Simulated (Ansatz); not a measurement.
A geometry of MgF$_{2}$ away from equilibrium: step 16 of the relaxation of a generated trial cell of MgF2 in the AFLOW prototype A2B_oI12_72_j_a (C42, as in SiS2). All values below come from PBEsol (plane waves to 420 eV, PAW, scalar-relativistic; Ansatz, an electronic-structure program). Γ-centred k-mesh 8×8×8 on the run's cell (coarser than for final values), Fermi–Dirac smearing 0.05 eV.

```
MgF2
1.0
   -2.30509     2.66629     2.57819
    2.30509    -2.66629     2.57819
    2.30509     2.66629    -2.57819
F Mg
4 2
Direct
  0.84546   0.75455   0.60001
  0.34546   0.74545   0.09090
  0.65454   0.25455   0.90910
  0.15454   0.24545   0.39999
  0.75000   0.75000   0.00000
  0.25000   0.25000   0.00000
```

Question: Which atoms carry the largest force, and which way does it point?

Answer: 0.01 eV/Å, on F1, F2, F3, F4 (atoms numbered as listed); on F2 its components are (0.01, -0.01, 0.00).

Question: What is the pressure?

Answer: +7.5 GPa, compression positive.

No spin polarisation in the result. Without a van der Waals term the distances between weakly bound units are poorly fixed.

The run could not lose the symmetry of its start, so the end can be a saddle point.

The end of the path is a generated cell of MgF2: the first start was made by placing the elements on the sites of a structure type, and the end was not matched to a known phase here, so it may be hypothetical. Known forms of MgF2 include space group No. 136.
